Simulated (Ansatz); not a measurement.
Ga$_{2}$O$_{3}$:
```cif
data_Ga4O6
_chemical_formula_sum 'Ga4 O6'
_space_group_name_H-M_alt 'P 1'
_space_group_IT_number 1
_cell_length_a 5.32500
_cell_length_b 5.32500
_cell_length_c 5.32500
_cell_angle_alpha 55.816
_cell_angle_beta 55.816
_cell_angle_gamma 55.816
loop_
_space_group_symop_operation_xyz
  'x, y, z'
loop_
_atom_site_label
_atom_site_type_symbol
_atom_site_fract_x
_atom_site_fract_y
_atom_site_fract_z
_atom_site_occupancy
Ga1 Ga 0.35540 0.35540 0.35540 1
Ga2 Ga 0.14460 0.14460 0.14460 1
Ga3 Ga 0.64460 0.64460 0.64460 1
Ga4 Ga 0.85540 0.85540 0.85540 1
O1 O 0.55361 0.94639 0.25000 1
O2 O 0.25000 0.55361 0.94639 1
O3 O 0.94639 0.25000 0.55361 1
O4 O 0.44639 0.05361 0.75000 1
O5 O 0.75000 0.44639 0.05361 1
O6 O 0.05361 0.75000 0.44639 1
```

Relaxed with r²SCAN. r²SCAN (plane waves, PAW; program Ansatz) gives a gap of 3.55 eV.

**Question.** What gap does HSE06 give on the same cell (Ansatz, PAW)?

**Answer.** 4.62 eV, 1.07 eV more. The hybrid was solved on a coarser mesh and at special points; its gap is the smallest among all of these.

| k | v1 r²SCAN | c1 r²SCAN | v1 HSE06 | c1 HSE06 |
|---|---|---|---|---|
| Γ | -0.26 | 3.55 | -0.25 | 4.62 |
| T | -0.30 | 6.65 | … | … |
| L | -0.16 | 7.23 | … | … |
| F | -0.15 | 7.38 | -0.16 | 8.60 |
| S0 | -0.17 | 7.33 | … | … |
| H0 | -0.34 | 7.54 | … | … |

**Question.** Top valence (v1) and lowest conduction level (c1) in eV from each method's valence maximum (which need not be a listed point): supply the withheld HSE06 values.

**Answer.** 
- H0, v1 HSE06: -0.35
- H0, c1 HSE06: 8.76
- L, v1 HSE06: -0.17
- L, c1 HSE06: 8.41
- S0, v1 HSE06: -0.18
- S0, c1 HSE06: 8.52
- T, v1 HSE06: -0.30
- T, c1 HSE06: 7.81

Cost on shared cores: the r²SCAN run (SCF on a 7×7×7 mesh, then bands and DOS) around 2.9 core-minutes (rough), the HSE06 run (SCF on 4×4×4, then a few points) roughly 8 core-minutes; the tasks are unlike.

Space group R-3c (corundum). Symmetry was held in the r²SCAN relaxation. Spin–orbit coupling is left out wherever it is not named.

Potentials: the later of the program's two PAW sets.
